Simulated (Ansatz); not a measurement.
**Structure relaxation, Si2Ni**

The start is a generated cell, Si2Ni placed in the Al2Cu structure type. The cell and all atomic positions are relaxed at zero pressure with r2SCAN (plane waves to 500 eV, PAW, scalar-relativistic; Ansatz, an electronic-structure program). The first steps use a coarse 7×7×7 k-mesh.

Input geometry:
```
CELL_PARAMETERS angstrom
     -2.74697     2.74697     2.21031
      2.74697    -2.74697     2.21031
      2.74697     2.74697    -2.21031
ATOMIC_POSITIONS crystal
  Si 0.65800 0.15800 0.81600
  Si 0.84200 0.65800 0.50000
  Si 0.15800 0.34200 0.50000
  Si 0.34200 0.84200 0.18400
  Ni 0.25000 0.25000 0.00000
  Ni 0.75000 0.75000 0.00000
```
Spin-polarised start, with parallel moments on Ni.

* **Initial pressure**: +20 GPa (positive: the cell is compressed)
* **Largest initial force**: about 0.5 eV/Å, on Si1, Si2, Si3, Si4 (atoms numbered as listed)
* **Outcome**: The space group stays I4/mcm (No. 140) (the run could not lower it), with 6 atoms in the primitive cell
* **Energy released**: 0.12 eV/atom
* **Shortest distances (start → end)**: The closest pairs of elements (up to four, under 3.6 Å), start → end: Ni–Ni 2.21 → 2.42 Å; Ni–Si 2.35 → 2.41 Å; Si–Si 2.46 → 2.41 Å
* **Band gap at the end**: no gap (metallic)
* **Moments at the end**: zero (the starting moments vanished)
* **Optimiser moves**: 11

Relaxed structure:

Space group I4/mcm (No. 140); a = b = 5.5003 Å, c = 4.8362 Å, α = β = γ = 90.00°

```tsv
atom	site	symmetry	x	y	z
Si	8h	m.2m	0.1551	0.3449	0.0000
Ni	4a	422	0.0000	0.0000	0.2500
```
(The calculation used a cell of 6 atoms; values per cell refer to that cell.)

Final values are on a 13×13×13 k-mesh of the relaxed cell. No spin polarisation in the result: the starting moments vanished. A magnetic state may lie lower.

The run could not lose the symmetry of its start, so the end can be a saddle point.

The relaxed structure here is a generated cell of Si2Ni: the first start was made by placing the elements on the sites of a structure type, and the end was not matched to a known phase here, so it may be hypothetical. Known forms of Si2Ni include space group No. 225.
